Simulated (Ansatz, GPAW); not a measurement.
GaSb3: programs and potentials compared

```xyz
4
Lattice="0.0000 3.7306 3.7306 3.7306 0.0000 3.7306 3.7306 3.7306 0.0000" Properties=species:S:1:pos:R:3 pbc="T T T"
Sb    3.7306    3.7306    3.7306
Sb    5.5959    5.5959    5.5959
Sb    1.8653    1.8653    1.8653
Ga    0.0000    0.0000    0.0000
```

The cell comes from a database or a generator and needn't be the stable form of this composition.

Alike in all runs: task band structure; functional PBE; k mesh 6 × 6 × 6; occupations fermi-dirac, width 0.05 eV; no spin polarisation; no spin-orbit coupling. Pressure is positive in compression and, in plane waves, holds the error of the finite cutoff, which Ansatz's Pulay term estimates and takes out.

```tsv
program and potentials	plane-wave cutoff (eV)	notes	pressure (GPa)
Ansatz, Ansatz PAW	420	14.5 valence electrons an atom on average; Pulay term of +0.04 GPa included	-0.53
GPAW, GPAW PAW data sets (gpaw-data 1.2.1)	600	12 valence electrons an atom on average	-0.86
Ansatz, all-electron LAPW, scalar-relativistic	-	-	?
```

Problem. Estimate from the other rows what the run with Ansatz, all-electron LAPW, scalar-relativistic gave.

Solution. Pressure -0.52 GPa. The other rows, which needn't bracket it: pressure -0.86 to -0.53.
